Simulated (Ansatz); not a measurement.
# Two inputs for ZnS

Cell: a structure deposited in the COD, its atoms then relaxed with PBE in this cell.

```yaml
crystal:
  lattice:
    - [3.81100, 0.00000, 0.00000]
    - [-1.90550, 3.30042, 0.00000]
    - [0.00000, 0.00000, 6.23400]
  atoms:
    - { symbol: Zn, position: [0.33333, 0.66667, 0.00505] }
    - { symbol: Zn, position: [0.66667, 0.33333, 0.50505] }
    - { symbol: S, position: [0.33333, 0.66667, 0.37995] }
    - { symbol: S, position: [0.66667, 0.33333, 0.87995] }
```

Sites (sets of like atoms) are named by element and the number of their first atom in this list.

Reference run. Level of theory: DFT, PBE, plane waves and PAW (field gradients read without the response of the frozen cores, which leaves them typically 4 to 6 % off), scalar-relativistic, 420 eV cutoff, Γ-centred 8×8×5 k-points, Fermi–Dirac smearing 0.02 eV (Ansatz 0.2.0).

Question: The input is changed as follows: `basis.ecutwfc`: not typed → 14.7 Ry; `basis.ecutrho_ratio`: not typed → 9. What happens to V_zz (10²¹ V/m²) and η?

Answer: 

```csv
site,atom,V_zz reference,η reference,V_zz changed,η changed
Zn,1,0.025,0.00,0.048,0.00
S,3,0.19,0.00,0.20,0.00
```

No V_zz moves by more than 0.03. New warnings: cutoff below recommended. In the changed run the cutoff of 200 eV lies below the one recommended for these PAW files, so its values aren't converged ones.
